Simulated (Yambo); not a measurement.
Yambo run on WO3 (space group Pmma, No. 51). The wavefunctions are norm-conserving PBEsol (Quantum ESPRESSO, 84 Ry, scalar-relativistic) ones on a 2×4×4 mesh (32 occupied bands); a = 7.720 Å, b = 3.860 Å, c = 3.867 Å, α = β = γ = 90.00°.

Yambo input:

```
rim_cut
gw0
dyson
el_el_corr
HF_and_locXC
ppa
em1d
RandQpts= 1000000
RandGvec= 1 Ry
EXXRLvcs= 84 Ry
VXCRLvcs= 336 Ry
Chimod= "HARTREE"
% BndsRnXp
 3 | 89 |
%
NGsBlkXp= 7 Ry
% LongDrXp
 1.0 | 1.0 | 1.0 |
%
PPAPntXp= 27.2114 eV
% GbndRnge
 1 | 177 |
%
GTermKind= "BG"
DysSolver= "n"
ExtendOut
% QPkrange
 1 | 1 | 33 | 33 |
 3 | 3 | 32 | 33 |
 9 | 9 | 32 | 32 |
%
```

k points by index: 1 = Γ, 3 = (0, 0, -0.5), 9 = (0, -0.5, -0.5).

Table of the .qp output:

```
#    K-point    Band    Eo [eV]    E [eV]    E-Eo [eV]    Vxc [eV]    Vnlxc [eV]    Sc|Eo [eV]    Sc|E [eV]    dSc/dw|Eo [eV]    Re(Z)    Im(Z)
#
    1    33    0.538261    1.547933    1.009672    -16.36478    -11.45359    -3.649544    -3.901524    -6.790328    0.800292    -0.001292
    3    32    -0.036751    0.030548    0.067298    -20.22428    -25.19592    5.062593    5.038938    -9.588092    0.739446    -0.001737
    3    33    0.587600    1.608057    1.020457    -16.43578    -11.47819    -3.681800    -3.937133    -6.807964    0.799878    -0.001293
    9    32    0.000000    0.076620    0.076620    -20.24841    -25.21339    5.068573    5.041595    -9.601714    0.739173    -0.001743
```
(The two width columns are left out.) Convergence of these settings isn't established.

Spin-orbit coupling is not included.

Geometry of the Materials Project entry, not relaxed at this level.

The structure is a Materials Project entry; no match was found in the copy of COD used, and its stability was not checked.
